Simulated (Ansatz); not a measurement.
CuAu (CuAu type, space group P4/mmm)

```
CuAu
1.0
    2.86058     0.00000     0.00000
    0.00000     2.86058     0.00000
    0.00000     0.00000     3.55181
Cu Au
1 1
Direct
  0.50000   0.50000   0.50000
  0.00000   0.00000   0.00000
```

These are r2SCAN (plane waves to 500 eV, PAW, scalar-relativistic; Ansatz, an electronic-structure program) values and carry that method's errors. Harmonic phonons by density-functional perturbation theory on a 16×16×14 k mesh, in cm⁻¹ and rounded to 5; i marks imaginary ones, q is in fractions of the reciprocal vectors of the cell shown, and the three acoustic modes at Γ are left out. The program warned that its band solver left a few bands short of their tolerance. CuAu is run without spin polarisation. CuAu was relaxed with its symmetry unable to fall. Spin-orbit coupling is left out, though Au is heavy.

Is the structure dynamically stable at Γ, X = (0.5, 0.0, 0.0), M = (0.5, 0.5, 0.0), Z = (0.0, 0.0, 0.5)?

No imaginary mode at these points (lowest 70 cm⁻¹ at X = (0.5, 0.0, 0.0)); other wave vectors were not tested.

List the wavenumbers at Γ, X = (0.5, 0.0, 0.0), M = (0.5, 0.5, 0.0), Z = (0.0, 0.0, 0.5), with degeneracies.


```csv
q,wavenumbers (cm⁻¹)
Γ,"145 (×2), 195"
"X = (0.5, 0.0, 0.0)","70, 80, 130, 145, 150, 165"
"M = (0.5, 0.5, 0.0)","80, 85 (×2), 160, 180 (×2)"
"Z = (0.0, 0.0, 0.5)","70 (×2), 105, 130 (×2), 180"
```
